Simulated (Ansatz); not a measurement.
Relaxed-ion elastic tensor of NaCl (rock salt, Fm-3m) in GPa (Voigt order), LDA in the plane-wave PAW code Ansatz; density 2.38 g/cm³, 20.39 Å³ per atom.

|  | 1 | 2 | 3 | 4 | 5 | 6 |
|---|---|---|---|---|---|---|
| 1 | 70.1 | 13.0 | 13.0 | 0.0 | 0.0 | 0.0 |
| 2 | 13.0 | 70.1 | 13.0 | 0.0 | 0.0 | 0.0 |
| 3 | 13.0 | 13.0 | 70.1 | 0.0 | 0.0 | 0.0 |
| 4 | 0.0 | 0.0 | 0.0 | 12.9 | 0.0 | 0.0 |
| 5 | 0.0 | 0.0 | 0.0 | 0.0 | 12.9 | 0.0 |
| 6 | 0.0 | 0.0 | 0.0 | 0.0 | 0.0 | 12.9 |

Q: Is the crystal mechanically stable?

A: Yes: the smallest eigenvalue of C is 12.9 GPa.

Q: Work out the Voigt, Reuss and Hill averages.

A: K_V = 32.1, K_R = 32.1, K_H = 32.1; G_V = 19.2, G_R = 16.5, G_H = 17.8 GPa.

Q: Give Young's modulus, Poisson's ratio, Pugh's ratio and the universal anisotropy index.

A: E = 9KG/(3K + G) = 45.2 GPa; ν = 0.27; K/G = 1.80 (near the Pugh limit of 1.75, no verdict); A_U = 5G_V/G_R + K_V/K_R − 6 = 0.80.

Q: Estimate the sound speeds and the Debye temperature.

A: v_l = √((K + 4G/3)/ρ) = 4850 m/s, v_t = √(G/ρ) = 2740 m/s, mean 3050 m/s; Θ = (h/k)(3n/4πV)^(1/3) v_m = 332 K.

Q: Give the Zener ratio and Young's modulus along [100], [110] and [111].

A: A = 2C44/(C11 − C12) = 0.45; 1/E = S11 − 2(S11 − S12 − S44/2)Γ with Γ = 0, 1/4, 1/3 gives 66.0, 38.8, 34.1 GPa.

Q: Solve the Christoffel equation for the three sound speeds along [100], [110], [111].

A: Eigenvalues of C_ijkl n_j n_l equal ρv². In km/s, slowest first: [100] 2.33, 2.33, 5.43; [110] 2.33, 3.46, 4.79; [111] 3.13, 3.13, 4.55.

The LDA relaxation kept the symmetry of its start; phonons on a q-mesh show no instability.

Potentials: the later of the program's two PAW sets.
